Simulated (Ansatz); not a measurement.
Relaxed ZnS (wurtzite):

```xyz
4
Lattice="3.8061 0.0000 0.0000 -1.9031 3.2962 0.0000 0.0000 0.0000 6.2447" Properties=species:S:1:pos:R:3 pbc="T T T"
Zn     1.9031     1.0987     6.2432
Zn     0.0000     2.1975     3.1208
S      1.9031     1.0987     3.9058
S      0.0000     2.1975     0.7834
```

In each cell atom 3 (S, nearest neighbour Zn at 2.333 Å; its periodic images, 3.8 Å or more away, move with it) moves by s·(-0.816, 0.471, -0.336) (towards the nearest neighbour), the rest being held.

Method: r2SCAN (plane waves to 500 eV, PAW, scalar-relativistic; Ansatz, an electronic-structure program). k mesh 8×8×5 (Γ-centred), Fermi-Dirac smearing 0.05 eV. The energy includes the smearing's −TS. Compression counts positive. F∥ is the force on the atom along that direction. F⊥ is the part of the force across the line. ZnS was relaxed with its symmetry unable to fall. The zero of ΔE is the undisplaced structure.

```
s (Å)   ΔE (meV/cell)  P (GPa)  |F⊥| (eV/Å)  F∥ (eV/Å)
------  -------------  -------  -----------  ---------
-0.470            396      2.0        0.506      1.096
-0.376            291      1.5        0.397      1.126
-0.282            187      0.9        0.290      1.062
-0.188             95      0.5        0.187      0.876
-0.094             27      0.1        0.090      0.536
0.000               0      0.0        0.001      0.000
0.094              35      0.2        0.087     -0.793
0.188             160      0.9        0.168     -1.929
0.282             412      2.2        0.249     -3.539
0.376             846      4.3        0.334     -5.817
0.470            1536      7.6        0.427     -9.048
```

What the scan shows:

| Quantity | Value |
|---|---|
| Energy at s = 0.470 Å | 1536 meV/cell |
| Force along the line at s = -0.470 Å | 1.10 eV/Å |
| Symmetry of the curve | not even: the positive side lies higher at ±0.470 Å |
| Shape of the curve | a single well with its minimum at or next to zero displacement |
| Force constant k = d²E/ds² at s = 0 (finite differences) | 6.94 eV/Å² |
| Harmonic estimate at the end of the scan | ½ks² = 767 meV/cell against the computed 1536 meV/cell, so the well is stiffer than harmonic there |

(For displaced atoms, the force is minus the slope of the energy, and its curvature is a force constant, which sets phonon frequencies.)
